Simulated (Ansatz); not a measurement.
## Be (P6_3/mmc): from strained cells to moduli

```
CELL_PARAMETERS angstrom
2.22806 0.00000 0.00000
-1.11403 1.92956 0.00000
0.00000 0.00000 3.51232
ATOMIC_POSITIONS crystal
Be 0.33333 0.66667 0.25000
Be 0.66667 0.33333 0.75000
```

The conventional cell has a = 2.228 Å, b = 2.228 Å, c = 3.512 Å, α = 90.00°, β = 90.00°, γ = 120.00°. Be (atom 1) has 12 Be at 2.18 to 2.23 Å as nearest neighbours.

Unless marked otherwise, the numbers come from LDA, all-electron LAPW in Ansatz 0.2.0, scalar-relativistic. k mesh 24×24×14, strains of ±0.005, Fermi-Dirac smearing of 0.050 eV, basis error target 1 meV/atom. The cell was relaxed by PAW under this functional, which moved its volume by -7 % from the database entry's.

The cell is hexagonal and carries a residual pressure of -0.11 GPa at this level. Each strain component that symmetry leaves independent is applied at ±0.005, the ions relax wherever a strain frees them, and the stress (tension positive, GPa) is read. Shears are engineering strains, γ = 2ε.

```tsv
strain	size	σxx	σyy	σzz	σyz	σxz	σxy
xx	-0.005	-1.2793	-0.3303	0.0506	0.0000	0.0000	0.0000
xx	+0.005	1.5230	0.5419	0.1340	0.0000	0.0000	0.0000
zz	-0.005	0.0762	0.0762	-1.9910	0.0000	0.0000	0.0000
zz	+0.005	0.1618	0.1618	2.1308	0.0000	0.0000	0.0000
yz	-0.005	0.1240	0.1325	0.0794	-0.8929	0.0000	0.0000
yz	+0.005	0.1240	0.1325	0.0794	0.8929	0.0000	0.0000
```

A central difference gives one constant, for example C11 ≈ (1.5230 − (-1.2793))/(0.01) = 280.2 GPa; the program then imposes the crystal's symmetry on the whole matrix.

Task: What are the independent elastic constants?

Result: C11 = 280.2, C12 = 87.2, C13 = 8.5, C33 = 412.2, C44 = 178.6 GPa.

Task: Is the crystal stable against homogeneous strain?

Result: The least eigenvalue of the 6×6 matrix is 96.5 GPa, so yes.

Task: What moduli does a random aggregate of grains have?

Result: Voigt and Reuss bounds: B from 130.7 to 131.2 and G from 134.7 to 148.6 GPa; their means are B = 130.9 and G = 141.7 GPa. Then E = 9BG/(3B + G) = 312.3 GPa, ν = (3B − 2G)/(6B + 2G) = 0.102 and B/G = 0.92, on the brittle side of Pugh's 1.75 (a rule of thumb).

Task: With the density of 1.982 g/cm³, how fast does sound travel, and what Debye temperature follows?

Result: 

```json
{"direction": "x", "slow (m/s)": "6978", "middle (m/s)": "9492", "fast (m/s)": "11890"}
{"direction": "y", "slow (m/s)": "6978", "middle (m/s)": "9492", "fast (m/s)": "11890"}
{"direction": "z", "slow (m/s)": "9492", "middle (m/s)": "9492", "fast (m/s)": "14420"}
```

The mean of v⁻³ over directions and branches gives v_m = 9161 m/s and θ_D = (ħ/k_B) v_m (6π²n)^(1/3) = 1390 K, n being atoms per volume. Young's modulus spans 253 to 412 GPa over directions, and the universal anisotropy index is 0.52.

Task: How far do the constants move if PAW replaces LAPW in the same cell?

Result: 

| constant | LAPW (GPa) | PAW (GPa) | difference |
| --- | --- | --- | --- |
| C11 | 280.2 | 280.3 | 0.1 |
| C12 | 87.2 | 87.7 | 0.5 |
| C13 | 8.5 | 9.0 | 0.5 |
| C33 | 412.2 | 412.3 | 0.1 |
| C44 | 178.6 | 178.4 | -0.2 |

Task: How do the constants change if the ions are clamped to the homogeneous strain?

Result: Clamped values, with the change against relaxed ions: C11 = 305.7 (+25.5), C12 = 61.8 (-25.4), C13 = 8.4 (-0.0), C33 = 412.2 (+0.0), C44 = 178.6 (+0.0) GPa.

Limits of these numbers: responses of metals move with mesh and smearing; elastic stability says nothing of phonons or of other phases; the frozen-core PAW files of the compared runs were fitted under PBE, their cores solved anew for this functional.
